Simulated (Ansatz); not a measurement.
Consider the following.

GaAs (zinc blende) is sheared across one {111} plane, shuffle cut: the third cell vector gains the shift, so faults repeat every 10.0 Å. The cut lies between planes 2.49 Å apart; the cell height is held.

```
GaAs
1.0
    4.06274     0.00000     0.00000
    2.03137     3.51844     0.00000
    0.00000     0.00000     9.95164
As Ga
3 3
Cartesian
  4.06274   2.34562   8.70769
  2.03137   1.17281   2.07326
  6.09411   3.51844   5.39047
  0.00000   0.00000   7.87838
  4.06274   2.34562   1.24396
  2.03137   1.17281   4.56117
```

In-plane vectors a = (4.063, 0.000) Å, b = (2.031, 3.518) Å, area 14.29 Å². The shift is s times the vector a + b (length 7.037 Å), so s = 1 restores the start. Atoms relax along the normal only. γ = [E(shift) − E(0)] / area.

These are PBE (plane waves to 420 eV, PAW, scalar-relativistic; Ansatz, a first-principles code) values and carry that method's errors. k mesh 8×8×3 (Γ-centred), Fermi-Dirac smearing 0.05 eV. Energies are extrapolated to zero smearing. As the smearing reaches across the gap at some points, the k mesh leaves noise in γ, roughly 0.02 J/m² as judged from a few cases. Faults lie only 10.0 Å apart, and holding the cell height raises γ above its relaxed value. GaAs was relaxed with its symmetry unable to fall. γ is measured from zero shift.

The scan covers s from 0.000 to 0.917 in 12 points.

At which s is γ highest?

s = 0.333.

Does γ have a local minimum between the ends of the line, and at which s?

s = 0.583.

What is the highest γ among twelve even steps of s?

1.51 J/m².

Which barrier is met on the easier way from s = 0 (or 1) to s = 0.583?

1.12 J/m².

What is γ at the local minimum s = 0.583?

1.06 J/m².

(The slope of γ gives the shear force per area between the displaced halves; near zero shift its curvature is an elastic stiffness.)
